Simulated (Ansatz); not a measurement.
Bi2TeSe2:
```yaml
crystal:
  lattice:
    - [2.12090, 1.22450, 9.99518]
    - [-2.12090, 1.22450, 9.99518]
    - [0.00000, -2.44901, 9.99518]
  atoms:
    - { symbol: Bi, position: [0.40409, 0.40409, 0.40409] }
    - { symbol: Bi, position: [0.59591, 0.59591, 0.59591] }
    - { symbol: Te, position: [0.00000, 0.00000, 0.00000] }
    - { symbol: Se, position: [0.78732, 0.78732, 0.78732] }
    - { symbol: Se, position: [0.21268, 0.21268, 0.21268] }
```

Relaxed with r²SCAN+D4. Special points in fractions of this cell's reciprocal vectors: Γ (0.000, 0.000, 0.000); T (0.500, 0.500, 0.500); H2 (0.823, 0.177, 0.500); H0 (0.500, -0.177, 0.177); L (0.500, 0.000, 0.000); S0 (0.338, -0.338, 0.000); S2 (0.662, 0.000, 0.338); F (0.500, 0.000, 0.500).

Task: List the band energies nearest the valence-band maximum at these points for the program Ansatz at the r²SCAN+D4 level (PAW).

Result: In eV from the valence-band maximum; about four levels below and three above (degenerate sets whole), none deeper than 8.9 eV; points with the same levels are listed once.

| k | below | above |
|---|---|---|
| Γ | -1.75 -1.75 -0.57 -0.57 0.00 | 1.03 1.61 1.61 |
| T | -1.42 -0.63 -0.63 -0.12 | 1.12 1.85 1.85 |
| H2 | -2.56 -1.53 -0.83 -0.54 | 2.15 2.41 2.94 |
| L | -2.62 -1.80 -0.84 -0.45 | 1.26 2.22 3.23 |
| S0 | -2.79 -1.47 -0.93 -0.53 | 2.12 2.64 2.79 |
| F | -1.64 -1.53 -1.09 -0.93 | 1.72 2.12 2.73 |

Space group R-3m. The first step of the workflow began from a Materials Project structure, measured or hypothetical; the Crystallography Open Database files this formula in space group No. 166, but the cells were not matched. Whether it is the stable phase at ambient conditions was not checked. The cell was relaxed with r²SCAN+D4 under the symmetry of its start; whether a distortion lowers the energy is not shown. Scalar-relativistic: spin–orbit coupling is off unless named, which matters more the heavier the elements.

Potentials: the later of the program's two PAW sets.
